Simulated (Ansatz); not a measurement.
Ca$_{3}$GeO (anti-perovskite, space group No. 221), the program Ansatz at the PBEsol level (PAW), all energies at zero smearing, with the estimated change up to a 700 eV cutoff added, with one set of potentials and settings (totals compare only within such a set). Cell of 5 atoms (3 Ca, 1 O, 1 Ge): -10201.149 eV.

| element | reference phase | E (eV/atom) |
|---|---|---|
| Ca | Fm-3m, 1 atoms in the cell | -1793.7315 |
| O | C2/m, 4 atoms in the cell, spin-polarised | -558.3554 |
| Ge | Fd-3m, 2 atoms in the cell | -4253.4978 |

Formation energy per atom, worked out: (-10201.149 − 3×(-1793.7315) − 1×(-558.3554) − 1×(-4253.4978))/5 = -1.620 eV/atom (-156 kJ per mol of atoms), at 0 K, without zero-point energy or fitted corrections.

Space group Pm-3m (anti-perovskite). The workflow started from an entry of the Crystallography Open Database (COD), which files this formula under 2 space groups. Whether it is the stable phase at ambient conditions was not checked. The cell was relaxed with PBEsol under the symmetry of its start; its stability against distortions is not shown here. The references are the lowest solids computed at this level, not always the standard phases (solids in place of the gases).

Potentials: the later of the program's two PAW sets.
